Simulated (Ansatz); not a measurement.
**Y4CdPt: do the settings matter for the field gradients?**

Cell: a computed structure from the Materials Project (it need not be an observed phase), atoms as given.

Space group F-43m (No. 216); a = 13.7162 Å.

```
site  Wyckoff  site symmetry       x       y       z
  Y1      16e            .3m  0.1023  0.6023  0.3977
  Y5      24g           2.mm  0.7500  0.4401  0.7500
 Y11      24f           2.mm  0.5000  0.3136  0.5000
  Cd      16e            .3m  0.3312  0.8312  0.1688
  Pt      16e            .3m  0.8931  0.3931  0.6069
```

One atom of each set is listed; the run and its k-mesh use a cell of 24 atoms with edges of 9.70, 9.70, 9.70 Å.

Reference run. All values are calculated (Ansatz; DFT, PBE, plane waves and PAW, scalar-relativistic, 420 eV cutoff, Γ-centred 4×4×4 k-points, Fermi–Dirac smearing 0.05 eV), not measured.

Problem. The input is changed as follows: `kpoints.mp_grid.shift`: not typed → [0.5, 0.5, 0.5]. What happens to V_zz (10²¹ V/m²) and η?

Solution. 

| site | V_zz reference | η reference | V_zz changed | η changed |
| --- | --- | --- | --- | --- |
| Y1 | -0.15 | 0.00 | -0.12 | 0.51 |
| Y3 | -0.15 | 0.00 | -0.15 | 0.00 |
| Y5 | -7.72 | 0.11 | -7.72 | 0.10 |
| Y6 | -7.72 | 0.11 | -7.76 | 0.10 |
| Y11 | 1.34 | 0.18 | 1.34 | 0.12 |
| Y12 | 1.34 | 0.18 | 1.33 | 0.23 |
| Cd17 | 2.56 | 0.00 | 2.67 | 0.07 |
| Cd19 | 2.56 | 0.00 | 2.70 | 0.00 |
| Pt | 33.2 | 0.00 | 33.3 | 0.01 |

The largest change of V_zz is on Cd19, from 2.56 to 2.70. In per cent, |V_zz| changes by 0 to +1 on Y, +4 to +5 on Cd, 0 on Pt (all sites that start above 2). Where |V_zz| stays above 0.1, η moves most on Y1, from 0.00 to 0.51. That the mesh alone moves the values this far shows that they aren't yet converged in k-points. Symmetry makes η zero on Y1, Cd17, Pt; the changed mesh lacks the crystal's symmetry, and the η that it gives there is an artefact. SCF iterations: 9 and 9. New warnings: symmetry narrowed by mesh.

On the reference run: With no gap above 0.1 eV, as in a metal, the gradients converge slowly in k; expect changes of a tenth or more on a denser mesh. Spin–orbit coupling is left out, which shifts gradients on Pt by a few per cent in wide-gap crystals, and can shift them far more where the calculated gap is small or absent, as here.
